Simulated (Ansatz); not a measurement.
Suppose Zr2H6Pb takes space group Fm-3m (No. 225), with Zr on 8c; H on 24d; Pb on 4a. A trial structure of Zr2H6Pb was built thus: ordered vacancies on the A sites of perovskite (occupants of the shared sites, in ratio, Pb: 1, vacant: 1).

Theory: DFT PBE, scalar-relativistic, plane waves, PAW (Ansatz). Cutoff 420 eV, Γ-centred mesh, Gaussian smearing, no spin polarisation.

The zero of energy is the elements' standard structures at the same level (H₂ as a molecule); no fitted shifts are applied.

Question: Give the relaxed lattice parameters and positions.

Answer:

Space group Fm-3m (No. 225). a = 7.863 Å, b = 7.863 Å, c = 7.863 Å, α = 90.00°, β = 90.00°, γ = 90.00°
```tsv
atom	site	symmetry	x	y	z
Zr	8c	-43m	0.2500	0.2500	0.7500
H	24d	m.mm	0.0000	0.7500	0.7500
Pb	4a	m-3m	0.0000	0.0000	0.0000
```

Around Zr lie 6 H at 1.97 Å and 4 Pb at 3.40 Å; around H lie 2 Zr at 1.97 Å, 2 Pb at 2.78 Å and 8 H at 2.78 Å; Pb is surrounded by 12 H at 2.78 Å and 8 Zr at 3.40 Å.

Question: Where does its energy lie, and is it a metal?

Answer: The formation energy is +0.03 eV/atom and the gap on the 8×8×8 mesh of the 9-atom cell is 0 eV (a metal). The formation energy is too near zero to say whether this cell lies below the elements.

The last run used Gaussian smearing of 0.10 eV. The k mesh leaves some 4 meV/atom of noise in the energy of each metallic cell. These runs have no spin–orbit coupling, which can matter for Pb. With hydrogen, zero-point motion can shift formation energies by some tens of meV/atom. A structure relaxed within its symmetry needn't be a true minimum.
